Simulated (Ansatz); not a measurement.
Starting cell, SiC (wurtzite):

```
SiC
1.0
    6.18384     0.00000     0.00000
   -1.54596     2.67768     0.00000
    0.00000     0.00000     5.07421
Si C
4 4
Direct
  0.33333   0.33333   0.00052
  0.83333   0.33333   0.00052
  0.16667   0.66667   0.50052
  0.66667   0.66667   0.50052
  0.33333   0.33333   0.62468
  0.83333   0.33333   0.62468
  0.16667   0.66667   0.12468
  0.66667   0.66667   0.12468
```

A phonon eigenvector at M = (0.5, 0.0, 0.0) is frozen into this cell: atom i moves by Q times the vector below, so Q is the largest atomic displacement, in Å. The cell is held. (q is in reciprocal vectors of the primitive cell; the cell shown is doubled to hold the pattern.)

```csv
atom,x,y,z
Si1,0.027,0.016,-0.158
Si2,-0.027,-0.016,0.158
Si3,0.027,0.016,0.158
Si4,-0.027,-0.016,-0.158
C5,-0.818,-0.472,0.328
C6,0.818,0.472,-0.328
C7,-0.818,-0.472,-0.328
C8,0.818,0.472,0.328
```

Calculation: PBE (plane waves to 420 eV, PAW, scalar-relativistic; Ansatz, an electronic-structure program). k mesh 6×12×7 (Γ-centred), Fermi-Dirac smearing 0.05 eV. Energies are smeared free energies. Compression counts positive. SiC was relaxed with its symmetry unable to fall. The PAW data are Ansatz's earlier set. The zero of ΔE is the undisplaced structure.

```json
[
 {"Q (Å)": "-0.100", "ΔE (meV/cell)": "655", "P (GPa)": "2.17", "−dE/dQ from forces (eV/Å)": "13.161"},
 {"Q (Å)": "-0.083", "ΔE (meV/cell)": "454", "P (GPa)": "1.51", "−dE/dQ from forces (eV/Å)": "10.937"},
 {"Q (Å)": "-0.067", "ΔE (meV/cell)": "291", "P (GPa)": "0.96", "−dE/dQ from forces (eV/Å)": "8.732"},
 {"Q (Å)": "-0.050", "ΔE (meV/cell)": "163", "P (GPa)": "0.54", "−dE/dQ from forces (eV/Å)": "6.537"},
 {"Q (Å)": "-0.033", "ΔE (meV/cell)": "72", "P (GPa)": "0.24", "−dE/dQ from forces (eV/Å)": "4.352"},
 {"Q (Å)": "-0.017", "ΔE (meV/cell)": "18", "P (GPa)": "0.06", "−dE/dQ from forces (eV/Å)": "2.175"},
 {"Q (Å)": "0.000", "ΔE (meV/cell)": "0", "P (GPa)": "0.00", "−dE/dQ from forces (eV/Å)": "0.000"},
 {"Q (Å)": "0.017", "ΔE (meV/cell)": "18", "P (GPa)": "0.06", "−dE/dQ from forces (eV/Å)": "-2.175"},
 {"Q (Å)": "0.033", "ΔE (meV/cell)": "72", "P (GPa)": "0.24", "−dE/dQ from forces (eV/Å)": "-4.352"},
 {"Q (Å)": "0.050", "ΔE (meV/cell)": "163", "P (GPa)": "0.54", "−dE/dQ from forces (eV/Å)": "-6.537"},
 {"Q (Å)": "0.067", "ΔE (meV/cell)": "291", "P (GPa)": "0.96", "−dE/dQ from forces (eV/Å)": "-8.732"},
 {"Q (Å)": "0.083", "ΔE (meV/cell)": "454", "P (GPa)": "1.51", "−dE/dQ from forces (eV/Å)": "-10.937"},
 {"Q (Å)": "0.100", "ΔE (meV/cell)": "655", "P (GPa)": "2.17", "−dE/dQ from forces (eV/Å)": "-13.161"}
]
```

Derived quantities:

| Item | Value |
|---|---|
| Energy at Q = 0.100 Å | 655 meV/cell |
| Space group of the distorted cell | Pmc2_1 (No. 26), lowered from P6_3mc |
| Symmetry of the curve | even: the same for both signs |
| Shape of the curve | a single well with its minimum at or next to zero displacement |
| Harmonic wavenumber from the curvature (finite differences) | 834 cm⁻¹ |
| Wavenumber by perturbation theory (DFPT, on another k mesh) | 834 cm⁻¹ |

The 13 points together took around 6 core-minutes (rough).

(For displaced atoms, the force is minus the slope of the energy, and its curvature is a force constant, which sets phonon frequencies.)
